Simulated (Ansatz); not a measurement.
ZrC:
```cif
data_C4Zr4
_chemical_formula_sum 'C4 Zr4'
_space_group_name_H-M_alt 'Fm-3m'
_space_group_IT_number 225
_space_group_name_Hall '-F 4 2 3'
_cell_length_a 4.71137
_cell_length_b 4.71137
_cell_length_c 4.71137
_cell_angle_alpha 90.000
_cell_angle_beta 90.000
_cell_angle_gamma 90.000
loop_
_atom_site_label
_atom_site_type_symbol
_atom_site_symmetry_multiplicity
_atom_site_Wyckoff_symbol
_atom_site_fract_x
_atom_site_fract_y
_atom_site_fract_z
_atom_site_occupancy
C1 C 4 a 0.00000 0.00000 0.00000 1
Zr1 Zr 4 b 0.50000 0.50000 0.50000 1
```
(The calculation used a cell of 2 atoms; values per cell refer to that cell.)

Relaxed with r²SCAN.

Question: Tabulate the valence density and the electron localisation function along the shortest C–Zr contact (2.36 Å), plane-wave PAW r²SCAN (Ansatz code).

Answer: 

| distance from C (Å) | density (e/Å³) | ELF |
|---|---|---|
| 0.24 | 1.67 | 0.17 |
| 0.35 | 1.63 | 0.43 |
| 0.47 | 1.45 | 0.65 |
| 0.59 | 1.18 | 0.76 |
| 0.71 | 0.91 | 0.79 |
| 0.82 | 0.69 | 0.75 |
| 0.94 | 0.54 | 0.61 |
| 1.06 | 0.46 | 0.39 |
| 1.18 | 0.45 | 0.23 |
| 1.30 | 0.55 | 0.24 |
| 1.41 | 0.84 | 0.43 |
| 1.53 | 1.41 | 0.67 |
| 1.65 | 2.26 | 0.80 |
| 1.77 | 3.23 | 0.82 |
| 1.88 | 3.98 | 0.76 |
| 2.00 | 4.12 | 0.57 |
| 2.12 | 3.63 | 0.26 |

The density is the valence pseudo-density with augmentation charge, so density and ELF within about 1 Å of a nucleus are not all-electron values.

Symmetry was held in the r²SCAN relaxation; of distortions, only those at the zone centre were tested. The run is not spin-polarised.

Potentials: the later of the program's two PAW sets.
